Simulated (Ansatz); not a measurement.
CdTe:
```
CELL_PARAMETERS angstrom
      4.56116     0.00000     0.00000
     -2.28058     3.95008     0.00000
      0.00000     0.00000    10.46859
ATOMIC_POSITIONS crystal
  Cd 0.00000 0.49964 0.66667
  Cd 0.50036 0.50036 0.00000
  Cd 0.49964 0.00000 0.33333
  Te 0.00000 0.49984 0.16667
  Te 0.50016 0.50016 0.50000
  Te 0.49984 0.00000 0.83333
```

Relaxed with r²SCAN.

Task: Give the Bader charges and basin volumes of the independent atoms, DFT-r²SCAN in the program Ansatz with PAW potentials.

Result: 

```csv
atom,Bader charge (e),Bader volume (Å³)
Cd1,+0.63,23.1
Te4,-0.63,39.8
```

Space group P6_422. The first step of the workflow began from a Materials Project structure, measured or hypothetical; the Crystallography Open Database copy checked does not list it. It is not the phase usual at ambient conditions (space group No. 216). The r²SCAN relaxation kept the symmetry of its start; whether a distortion lowers the energy is not shown. Spin–orbit coupling is left out wherever it is not named.

Potentials: the later of the program's two PAW sets.
